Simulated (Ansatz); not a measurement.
**RuW: computed property card**

RuW:
```
CELL_PARAMETERS angstrom
      1.40369    -4.88758     0.00000
      1.40369     4.88758     0.00000
      0.00000     0.00000     4.39063
ATOMIC_POSITIONS crystal
  W  0.65840 0.34160 0.25000
  Ru 0.91240 0.08760 0.25000
  W  0.34160 0.65840 0.75000
  Ru 0.08760 0.91240 0.75000
```

Space group Cmcm (No. 63); conventional cell a = 2.807 Å, b = 9.775 Å, c = 4.391 Å, α = 90.00°, β = 90.00°, γ = 90.00°.

Method: r²SCAN in the plane-wave PAW code Ansatz. The cell and atoms are relaxed at this level. Other levels are named where they apply.

**Cell and energy**

- Volume per atom: 15.06 Å³
- Density: 15.71 g/cm³
- Formation energy from the elements (no fitted shifts): 0.20 eV/atom

**Electronic structure**

- Electronic character: metallic (no gap)
- Density of states at the Fermi level: 0.84 states/eV per atom (mean over ±0.08 eV)

**Charges**

- Bader charges = W +0.72, Ru -0.72 e

The start of the workflow was typed in or built on a structure type; neither database checked (COD, Materials Project) lists it. Its standing as an ambient phase is unchecked. The r²SCAN relaxation kept the symmetry of its start; whether a distortion lowers the energy is not shown. The run is not spin-polarised. Its formation energy is positive at this level, so the cell may be metastable or incomplete. Axis ratios of metals converge slowly with the k-mesh, so a and c are less sure than the volume. The references are the lowest solids computed at this level, not always the standard phases. Scalar-relativistic: spin–orbit coupling is off unless named, which matters more the heavier the elements.

Potentials: the earlier of the program's two PAW sets.
